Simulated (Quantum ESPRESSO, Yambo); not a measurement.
CdF2 (fluorite, space group Fm-3m, No. 225): one geometry, one set of PBEsol (Quantum ESPRESSO, PseudoDojo norm-conserving, 102 Ry, with spin-orbit coupling) orbitals, self-energies from Yambo (4×4×4 Γ-centred k mesh, bands 9 to 164 and a 8 Ry block in the screening, 164 bands in G with the Bruneval-Gonze terminator, plasmon pole fitted at 27.2 eV).

| level | gap W → Γ (eV) | direct gap at Γ (eV) |
|---|---|---|
| PBEsol (Quantum ESPRESSO) | 2.93 | 3.34 |
| exchange only (Hartree-Fock self-energy on PBEsol orbitals) | ___ | ___ |
| static COHSEX@PBEsol | ___ | ___ |
| G0W0@PBEsol, plasmon pole | 5.61 | 6.31 |

Task: Complete the blanks.

Result: 
- exchange only (Hartree-Fock self-energy on PBEsol orbitals), gap W → Γ (eV): 14.93
- exchange only (Hartree-Fock self-energy on PBEsol orbitals), direct gap at Γ (eV): 15.48
- static COHSEX@PBEsol, gap W → Γ (eV): 6.61
- static COHSEX@PBEsol, direct gap at Γ (eV): 7.24

Bare exchange has no screening and gives the widest gap; static COHSEX screens it but leaves out the frequency dependence, which G0W0 restores.

Nearest settings tried, and what they do to the gap: 70 bands in G: +57 meV; 86 bands in W: +252 meV; 3 Ry block (27 vectors against 137): +308 meV. Not varied: mesh. So the settings aren't converged at that level.

Geometry of the Materials Project entry, not relaxed at this level; primitive cell a = b = c = 3.8191 Å, α = β = γ = 60.00°.
